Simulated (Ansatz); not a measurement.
Consider the following.

Sn (diamond)

```yaml
crystal:
  lattice:
    - [0.00000, 3.32763, 3.32763]
    - [3.32763, 0.00000, 3.32763]
    - [3.32763, 3.32763, 0.00000]
  atoms:
    - { symbol: Sn, position: [0.50000, 0.50000, 0.50000] }
    - { symbol: Sn, position: [0.75000, 0.75000, 0.75000] }
```

In each cell atom 2 (Sn, nearest neighbour Sn at 2.882 Å; its periodic images, 4.7 Å or more away, move with it) moves by s·(-0.577, 0.577, 0.577) (towards the nearest neighbour), the rest being held.

Method: PBE (plane waves to 420 eV, PAW, scalar-relativistic; Ansatz, a first-principles code). k mesh 10×10×10 (Γ-centred), Fermi-Dirac smearing 0.05 eV. The energy includes the smearing's −TS. Left out: 1 of 11 points, with atoms too close for the PAW data. With partly filled bands, energies and forces of such displacements shift with the k mesh and the smearing. Sn was relaxed with its symmetry unable to fall. The relaxed volume of Sn is well above the measured one; the method has no dispersion term. The zero of ΔE is the undisplaced structure.

The scan covers s from -0.860 to 0.688 Å in 10 points.

Problem. Is this a single well or a double well?

Solution. A single well with its minimum at or next to zero displacement.

Problem. Is the energy the same for displacements of ±0.688 Å, and if not, which side lies higher?

Solution. Not even: the positive side lies higher at ±0.688 Å. With its periodic images moving along, the atom's site symmetry in this cell is -43m.

Problem. What is the energy change at s = 0.688 Å?

Solution. 3002 meV/cell.

Problem. What force acts on the atom along the line at s = -0.860 Å?

Solution. 0.772 eV/Å.

Problem. What is the force constant k = d²E/ds² of this move at s = 0?

Solution. 6.62 eV/Å².

(For displaced atoms, the force is minus the slope of the energy, and its curvature is a force constant, which sets phonon frequencies.)
